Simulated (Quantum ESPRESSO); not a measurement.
# InHf2O5F: one run as intended and one with a planted mistake

Simulated, not a measurement. The program is pw.x of Quantum ESPRESSO 7.5 (plane-wave density functional theory). The cell is made up: 9 atoms on a corundum lattice with one site empty, with randomly drawn elements, strain and displacements, not relaxed. PseudoDojo standard norm-conserving files (v0.5 for PBE, v0.4.1 for LDA and PBEsol) set the functional; there is no spin polarisation, spin-orbit coupling or dispersion term, and the masses in the input are unused placeholders.

The hafnium pseudopotential is less sure than the others, with forces about 3 percent (worst 6) and pressure in oxides about 1.5 GPa (worst 2.7) from a second method in checks, which no rerun with the same files tests.

Intended input:

```
&control calculation='scf', pseudo_dir='./dojo.nc.sr.pbe.v0_5.standard.upf', outdir='./o', disk_io='low', tprnfor=.true., tstress=.true. /
&system ibrav=0, nat=9, ntyp=4, nbnd=43, ecutwfc=84.00895049, nosym=.true., tot_charge=0,
 occupations='smearing', smearing='fd', degauss=0.0018374661
/
&electrons conv_thr=7.350e-09, electron_maxstep=60, /
ATOMIC_SPECIES
F 1.0 F.upf
Hf 1.0 Hf.upf
In 1.0 In.upf
O 1.0 O.upf
CELL_PARAMETERS angstrom
2.7874 1.4716 4.7788
-2.7015 1.476 4.7291
0.0467 -3.1063 4.8054
ATOMIC_POSITIONS angstrom
In 0.0347 -0.1418 4.983
Hf 0.0106 -0.0618 2.1293
Hf 0.1376 -0.0848 9.1995
O -0.9768 1.4474 8.3357
O -0.866 -1.7286 8.407
F 2.0238 0.0648 8.3204
O 1.1112 -1.613 6.0653
O 0.9086 1.537 5.9503
O -1.8403 -0.2236 6.034
K_POINTS automatic
5 5 5 1 1 1
```

The log is shortened where brackets say so; the opening notice, blank lines, dates and the lines on written files are dropped, and the path of the files is cut. It prints rydbergs, bohrs and kilobars, and counts compression as positive stress.

Log of the intended run:

```
     Program PWSCF v.7.5
     Parallel version (MPI & OpenMP), running on       4 processor cores
     Number of MPI processes:                 4
     Threads/MPI process:                     1
     [start-up lines left out]
     bravais-lattice index     =            0
     lattice parameter (alat)  =      10.8181  a.u.
     unit-cell volume          =     809.2536 (a.u.)^3
     number of atoms/cell      =            9
     number of atomic types    =            4
     number of electrons       =        74.00
     number of Kohn-Sham states=           43
     kinetic-energy cutoff     =      84.0090  Ry
     charge density cutoff     =     336.0358  Ry
     scf convergence threshold =      7.3E-09
     mixing beta               =       0.7000
     number of iterations used =            8  plain     mixing
     Exchange-correlation= PBE
                           (   1   4   3   4   0   0   0)
     [axes and pseudopotential details left out]
   Cartesian axes
     site n.     atom                  positions (alat units)
         1        In     tau(   1) = (   0.0060615  -0.0247699   0.8704394  )
         2        Hf     tau(   2) = (   0.0018516  -0.0107953   0.3719499  )
         3        Hf     tau(   3) = (   0.0240362  -0.0148130   1.6069851  )
         4        O      tau(   4) = (  -0.1706292   0.2528344   1.4560950  )
         5        O      tau(   5) = (  -0.1512744  -0.3019549   1.4685498  )
         6        F      tau(   6) = (   0.3535210   0.0113194   1.4534224  )
         7        O      tau(   7) = (   0.1941064  -0.2817617   1.0594975  )
         8        O      tau(   8) = (   0.1587159   0.2684859   1.0394091  )
         9        O      tau(   9) = (  -0.3214669  -0.0390588   1.0540299  )
     number of k points=    63  Fermi-Dirac smearing, width (Ry)=  0.0018
                       cart. coord. in units 2pi/alat
        k(    1) = (  -0.0010856   0.0013473   0.1200119), wk =   0.0320000
        k(    2) = (  -0.0019846  -0.2477671   0.1972494), wk =   0.0320000
     [further k points left out]
     Dense  grid:    84237 G-vectors     FFT dimensions: (  64,  64,  64)
     Estimated max dynamical RAM per process >     245.99 MB
     Estimated total dynamical RAM >     922.27 MB
     Initial potential from superposition of free atoms
     starting charge      73.9924, renormalised to      74.0000
     Starting wfcs are   53 randomized atomic wfcs
     total cpu time spent up to now is        5.2 secs
     per-process dynamical memory:   190.5 Mb
     Self-consistent Calculation
     iteration #  1     ecut=    84.01 Ry     beta= 0.70
     Davidson diagonalization with overlap
     ethr =  1.00E-02,  avg # of iterations =  2.0
     total cpu time spent up to now is       13.6 secs
     total energy              =    -572.32901705 Ry
     estimated scf accuracy    <       3.17232269 Ry
     iteration #  2     ecut=    84.01 Ry     beta= 0.70
     Davidson diagonalization with overlap
     ethr =  4.29E-03,  avg # of iterations =  4.2
     total cpu time spent up to now is       25.0 secs
     total energy              =    -571.74831938 Ry
     estimated scf accuracy    <      10.67263618 Ry
     [iterations 3 to 14 left out]
     iteration # 15     ecut=    84.01 Ry     beta= 0.70
     Davidson diagonalization with overlap
     ethr =  2.41E-10,  avg # of iterations =  2.0
     total cpu time spent up to now is      150.2 secs
     total energy              =    -573.96240293 Ry
     estimated scf accuracy    <       0.00000003 Ry
     iteration # 16     ecut=    84.01 Ry     beta= 0.70
     Davidson diagonalization with overlap
     ethr =  4.13E-11,  avg # of iterations =  3.7
     total cpu time spent up to now is      159.8 secs
     End of self-consistent calculation
     [lines on levels left out]
!    total energy              =    -573.96240294 Ry
     estimated scf accuracy    <          8.6E-10 Ry
     smearing contrib. (-TS)   =       0.00000000 Ry
     internal energy E=F+TS    =    -573.96240294 Ry
     The total energy is F=E-TS. E is the sum of the following terms:
     one-electron contribution =    -168.49635902 Ry
     hartree contribution      =     127.45680130 Ry
     xc contribution           =    -150.10583015 Ry
     ewald contribution        =    -382.81701506 Ry
     convergence has been achieved in  16 iterations
     Forces acting on atoms (cartesian axes, Ry/au):
     atom    1 type  3   force =     0.05228079    0.08987892    0.15550160
     atom    2 type  2   force =     0.03330616    0.10710644   -0.11956828
     atom    3 type  2   force =    -0.13479902   -0.02996176    0.08557824
     atom    4 type  4   force =    -0.01445486   -0.08274717    0.00811231
     atom    5 type  4   force =     0.09055072    0.00140843    0.01101286
     atom    6 type  1   force =    -0.04753165   -0.06986411   -0.02356028
     atom    7 type  4   force =    -0.01262503   -0.03443540   -0.03480851
     atom    8 type  4   force =     0.05470744    0.02026651   -0.02028925
     atom    9 type  4   force =    -0.02143455   -0.00165187   -0.06197869
     Total force =     0.349396     Total SCF correction =     0.000044
     Computing stress (Cartesian axis) and pressure
          total   stress  (Ry/bohr**3)                   (kbar)     P=      -26.94
  -0.00040194   0.00034391  -0.00022408          -59.13       50.59      -32.96
   0.00034391  -0.00040849   0.00010488           50.59      -60.09       15.43
  -0.00022408   0.00010488   0.00026109          -32.96       15.43       38.41
     init_run     :      5.05s CPU      5.17s WALL (       1 calls)
     electrons    :    154.24s CPU    154.59s WALL (       1 calls)
     forces       :      1.24s CPU      1.25s WALL (       1 calls)
     stress       :      4.33s CPU      4.33s WALL (       1 calls)
     [timing details left out]
     PWSCF        :   2m44.96s CPU   2m45.47s WALL
     JOB DONE.
```

A second run has one planted mistake: two atoms have their elements exchanged. The input lines that differ, file-writing options aside:

```
- O -0.866 -1.7286 8.407
+ F -0.866 -1.7286 8.407
- F 2.0238 0.0648 8.3204
+ O 2.0238 0.0648 8.3204
```

Its log:

```
     Program PWSCF v.7.5
     Parallel version (MPI & OpenMP), running on       4 processor cores
     Number of MPI processes:                 4
     Threads/MPI process:                     1
     [start-up lines left out]
     bravais-lattice index     =            0
     lattice parameter (alat)  =      10.8181  a.u.
     unit-cell volume          =     809.2536 (a.u.)^3
     number of atoms/cell      =            9
     number of atomic types    =            4
     number of electrons       =        74.00
     number of Kohn-Sham states=           43
     kinetic-energy cutoff     =      84.0090  Ry
     charge density cutoff     =     336.0358  Ry
     scf convergence threshold =      7.3E-09
     mixing beta               =       0.7000
     number of iterations used =            8  plain     mixing
     Exchange-correlation= PBE
                           (   1   4   3   4   0   0   0)
     [axes and pseudopotential details left out]
   Cartesian axes
     site n.     atom                  positions (alat units)
         1        In     tau(   1) = (   0.0060615  -0.0247699   0.8704394  )
         2        Hf     tau(   2) = (   0.0018516  -0.0107953   0.3719499  )
         3        Hf     tau(   3) = (   0.0240362  -0.0148130   1.6069851  )
         4        O      tau(   4) = (  -0.1706292   0.2528344   1.4560950  )
         5        F      tau(   5) = (  -0.1512744  -0.3019549   1.4685498  )
         6        O      tau(   6) = (   0.3535210   0.0113194   1.4534224  )
         7        O      tau(   7) = (   0.1941064  -0.2817617   1.0594975  )
         8        O      tau(   8) = (   0.1587159   0.2684859   1.0394091  )
         9        O      tau(   9) = (  -0.3214669  -0.0390588   1.0540299  )
     number of k points=    63  Fermi-Dirac smearing, width (Ry)=  0.0018
                       cart. coord. in units 2pi/alat
        k(    1) = (  -0.0010856   0.0013473   0.1200119), wk =   0.0320000
        k(    2) = (  -0.0019846  -0.2477671   0.1972494), wk =   0.0320000
     [further k points left out]
     Dense  grid:    84237 G-vectors     FFT dimensions: (  64,  64,  64)
     Estimated max dynamical RAM per process >     245.99 MB
     Estimated total dynamical RAM >     922.27 MB
     Initial potential from superposition of free atoms
     starting charge      73.9924, renormalised to      74.0000
     Starting wfcs are   53 randomized atomic wfcs
     total cpu time spent up to now is        5.2 secs
     per-process dynamical memory:   190.5 Mb
     Self-consistent Calculation
     iteration #  1     ecut=    84.01 Ry     beta= 0.70
     Davidson diagonalization with overlap
     ethr =  1.00E-02,  avg # of iterations =  2.0
     total cpu time spent up to now is       13.4 secs
     total energy              =    -572.39870955 Ry
     estimated scf accuracy    <       3.13708106 Ry
     iteration #  2     ecut=    84.01 Ry     beta= 0.70
     Davidson diagonalization with overlap
     ethr =  4.24E-03,  avg # of iterations =  4.2
     total cpu time spent up to now is       24.4 secs
     total energy              =    -572.04612579 Ry
     estimated scf accuracy    <       9.36490884 Ry
     [iterations 3 to 13 left out]
     iteration # 14     ecut=    84.01 Ry     beta= 0.70
     Davidson diagonalization with overlap
     ethr =  2.48E-10,  avg # of iterations =  2.0
     total cpu time spent up to now is      139.5 secs
     total energy              =    -574.00665543 Ry
     estimated scf accuracy    <       0.00000003 Ry
     iteration # 15     ecut=    84.01 Ry     beta= 0.70
     Davidson diagonalization with overlap
     ethr =  3.80E-11,  avg # of iterations =  2.7
     total cpu time spent up to now is      147.8 secs
     End of self-consistent calculation
     [lines on levels left out]
!    total energy              =    -574.00665543 Ry
     estimated scf accuracy    <          4.6E-09 Ry
     smearing contrib. (-TS)   =       0.00000000 Ry
     internal energy E=F+TS    =    -574.00665543 Ry
     The total energy is F=E-TS. E is the sum of the following terms:
     one-electron contribution =    -167.62759762 Ry
     hartree contribution      =     127.15447577 Ry
     xc contribution           =    -150.13166512 Ry
     ewald contribution        =    -383.40186846 Ry
     convergence has been achieved in  15 iterations
     Forces acting on atoms (cartesian axes, Ry/au):
     atom    1 type  3   force =     0.04959208   -0.00723585    0.14440136
     atom    2 type  2   force =     0.02463844   -0.03271843   -0.10730558
     atom    3 type  2   force =     0.01195067    0.07181856    0.09111407
     atom    4 type  4   force =    -0.00882500   -0.07009769    0.00738359
     atom    5 type  1   force =     0.01269407    0.02198348   -0.01602843
     atom    6 type  4   force =    -0.08497091    0.01426954    0.01224557
     atom    7 type  4   force =    -0.00966823   -0.03719673   -0.03042226
     atom    8 type  4   force =     0.03042345    0.02403493   -0.03706960
     atom    9 type  4   force =    -0.02583456    0.01514219   -0.06431872
     Total force =     0.272016     Total SCF correction =     0.000071
     Computing stress (Cartesian axis) and pressure
          total   stress  (Ry/bohr**3)                   (kbar)     P=      -25.03
  -0.00071592   0.00017062  -0.00010857         -105.32       25.10      -15.97
   0.00017062   0.00001934   0.00022221           25.10        2.84       32.69
  -0.00010857   0.00022221   0.00018604          -15.97       32.69       27.37
     init_run     :      4.90s CPU      5.04s WALL (       1 calls)
     electrons    :    142.39s CPU    142.68s WALL (       1 calls)
     forces       :      1.18s CPU      1.18s WALL (       1 calls)
     stress       :      4.16s CPU      4.16s WALL (       1 calls)
     [timing details left out]
     PWSCF        :   2m32.77s CPU   2m33.24s WALL
     JOB DONE.
```

```
                                            intended run  run with the mistake
                          free energy (eV)     -7809.156             -7809.758
                    smearing term -TS (eV)        0.0000                0.0000
                            pressure (GPa)         -2.69                 -2.50
            largest force component (eV/Å)         3.998                 3.713
largest change of a force component (eV/Å)                               3.773
                                iterations            16                    15
```

For scale, a rerun of the intended cell at 1437 eV and a 7 x 7 x 7 mesh moved values by no more than 0.003 eV in energy, 0.03 GPa in stress and 0.002 eV/Å in force.